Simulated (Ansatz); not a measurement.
This guess for ZnFeC6N6 is about to be relaxed.

Space group Fm-3m (No. 225). a = 10.231 Å, b = 10.231 Å, c = 10.231 Å, α = 90.00°, β = 90.00°, γ = 90.00°
```
atom  site  symmetry       x       y       z
  Zn    4b      m-3m  0.5000  0.0000  0.0000
  Fe    4a      m-3m  0.0000  0.0000  0.0000
   C   24e      4m.m  0.1894  0.0000  0.0000
   N   24e      4m.m  0.3038  0.0000  0.0000
```

Method: Ansatz, DFT PBE, scalar-relativistic, plane waves, PAW. Cutoff 420 eV, Gaussian smearing, Γ-centred meshes. Cell and atoms relax first on a coarse mesh and then on a finer one. In between, the cell is made exact in the group found at 0.06 Å. In metals the finer mesh still leaves noise of several meV/atom or more. The steps can't lower the symmetry of their start. Collinear spin, starting moments Fe 4.0 μB.

A guess keeps its type if space group and coordination stay and the shape of the cell changes little (axis ratios within about 15 %, angles within 6°); the volume may change.

Question: Does it keep its structure type, or change into something else?

Answer: It keeps its type. The symmetry stays Fm-3m (No. 225). The volume per atom grows by 6.7 %, from 19.1 to 20.4 Å³. The shortest distance stays 1.17 Å (C–N). Counting neighbours within 15 % of an atom's shortest distance, the start has C 1, Fe 6, N 1, Zn 6 and the end C 1, Fe 6, N 1, Zn 6.

The zero of energy is the elements' standard structures at the same level (N₂ as a molecule); no fitted shifts are applied.

Question: At what energy does it end?

Answer: +0.46 eV/atom. A positive value: parting into the elements would lower its energy.

The last run used collinear spin, a 6×6×6 mesh for its 14-atom cell and Gaussian smearing of 0.10 eV. The reference form of C is held partly by dispersion forces, which this level lacks. Another magnetic order may lie lower. A structure relaxed within its symmetry needn't be a true minimum.
